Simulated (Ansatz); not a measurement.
ZnSi$_{2}$O:
```yaml
crystal:
  lattice:
    - [1.71489, 0.99009, 6.06767]
    - [-1.71489, 0.99009, 6.06767]
    - [0.00000, -1.98019, 6.06767]
  atoms:
    - { symbol: Zn, position: [0.02112, 0.02112, 0.02112] }
    - { symbol: O, position: [0.13582, 0.13582, 0.13582] }
    - { symbol: Si, position: [0.48117, 0.48117, 0.48117] }
    - { symbol: Si, position: [0.61193, 0.61193, 0.61193] }
```

Relaxed with r²SCAN. Special points in fractions of this cell's reciprocal vectors: Γ (0.000, 0.000, 0.000); T (0.500, 0.500, 0.500); H2 (0.816, 0.184, 0.500); H0 (0.500, -0.184, 0.184); L (0.500, 0.000, 0.000); S0 (0.342, -0.342, 0.000); S2 (0.658, 0.000, 0.342); F (0.500, 0.000, 0.500).

**Question.** List the band energies nearest the Fermi level at these points for DFT-r²SCAN in the program Ansatz with PAW potentials.

**Answer.** In eV from the Fermi level; about four levels below and three above (degenerate sets whole), none deeper than 8.9 eV; points with the same levels are listed once.

```json
[
 {"k": "Γ", "below": "-6.74 -6.74 -5.10 -2.19", "above": "2.98 2.98 4.18"},
 {"k": "T", "below": "-6.74 -6.74 -6.36 -1.31", "above": "1.26 2.83 2.83"},
 {"k": "H2", "below": "-5.98 -4.23 -2.87 -2.52", "above": "0.39 1.74 3.07"},
 {"k": "L", "below": "-5.86 -5.17 -4.01 -0.62", "above": "0.90 1.68 3.33"},
 {"k": "S0", "below": "-6.08 -4.25 -2.96 -2.54", "above": "0.44 1.85 3.02"},
 {"k": "F", "below": "-6.40 -4.38 -2.91 -1.33", "above": "1.12 1.81 2.66"}
]
```

Space group R3m. The start of the workflow was typed in or built on a structure type; neither database checked (COD, Materials Project) lists it. Whether it is the stable phase at ambient conditions was not checked. The r²SCAN relaxation kept the symmetry of its start; its stability against distortions is not shown here. The volume moved by 18 % from the start of the relaxation.

Potentials: the earlier of the program's two PAW sets. The files were generated under PBE; for other functionals the program regenerates the frozen cores, and for LDA and PBEsol the local potential too.
